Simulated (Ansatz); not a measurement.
MgSe:
```yaml
crystal:
  lattice:
    - [0.00000, 2.97687, 2.97687]
    - [2.97687, 0.00000, 2.97687]
    - [2.97687, 2.97687, 0.00000]
  atoms:
    - { symbol: Se, position: [0.75000, 0.75000, 0.75000] }
    - { symbol: Mg, position: [0.00000, 0.00000, 0.00000] }
```

Relaxed with HSE06.

Q: Give the Bader charges and basin volumes of the independent atoms, DFT-HSE06 in the program Ansatz with PAW potentials.

A: 

```tsv
atom	Bader charge (e)	Bader volume (Å³)
Se1	-1.63	45.8
Mg2	+1.63	6.9
```

Space group F-43m (zinc blende). The cell is a constructed one: a structure type filled with these elements; the Crystallography Open Database copy checked does not list it. COD files the formula under space group No. 225. Its standing as an ambient phase is unchecked. The HSE06 relaxation kept the symmetry of its start; its stability against distortions is not shown here.

Potentials: the later of the program's two PAW sets.
